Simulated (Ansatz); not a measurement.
# Cs2AgBiBr6: the gap from level to level

A database entry relaxed whole under r2SCAN at zero pressure (Fm-3m, No. 225):

```
CELL_PARAMETERS angstrom
0.00000 5.67041 5.67041
5.67041 0.00000 5.67041
5.67041 5.67041 0.00000
ATOMIC_POSITIONS crystal
Cs 0.25000 0.25000 0.25000
Cs 0.75000 0.75000 0.75000
Ag 0.50000 0.50000 0.50000
Bi 0.00000 0.00000 0.00000
Br 0.25190 0.74810 0.25190
Br 0.25190 0.74810 0.74810
Br 0.74810 0.25190 0.74810
Br 0.74810 0.25190 0.25190
Br 0.25190 0.25190 0.74810
Br 0.74810 0.74810 0.25190
```

Its volume is 36.46 Å³ an atom, +2.9 % against the entry's 35.43, a measured cell (2017, 298 K).

Single points on this cell with plane-wave PAW DFT (Ansatz 0.2.0; r2SCAN 500 eV, hybrids 420 eV; fermi-dirac occupations of width 0.020 eV; no moments): r2SCAN on a 4×4×4 Γ-centred mesh; r2SCAN with spin-orbit coupling on a 4×4×4 Γ-centred mesh; HSE06 on a 4×4×4 Γ-centred mesh; PBE0 on a 4×4×4 Γ-centred mesh.

Task: How do gap, pressure and charges move from level to level?

Result: The runs give:

```
                          level  gap (eV), or kind  pressure (GPa)  Bader charge of Cs (e)  Bader charge of Ag (e)  Bader charge of Bi (e)  Bader charge of Br (e)
                         r2SCAN               1.67             0.0                   +0.88                   +0.57                   +1.49                   -0.64
r2SCAN with spin-orbit coupling               1.38             0.1                   +0.88                   +0.57                   +1.40                   -0.62
                          HSE06               2.14             0.3                   +0.88                   +0.55                   +1.52                   -0.64
                           PBE0               2.77             0.3                   +0.89                   +0.55                   +1.54                   -0.64
```

Under r2SCAN the gap is 1.67 eV, over mesh and band path. HSE06 moves it by +0.46 eV and PBE0 by +1.10 eV; PBE0 keeps its exact exchange at long range, which widens the gap over HSE06's by 0.64 eV on their common mesh. Spin-orbit coupling moves the r2SCAN gap by -0.29 eV, which the hybrid values lack. The charge on Bi goes from +1.49 to +1.52 e under HSE06.

Caveats: the relaxation kept the start's symmetry; HSE06 is read on its mesh and at the zone's corners, PBE0 on its mesh alone; hybrid pressures are good to a few tenths of a GPa; pressure is positive in compression.
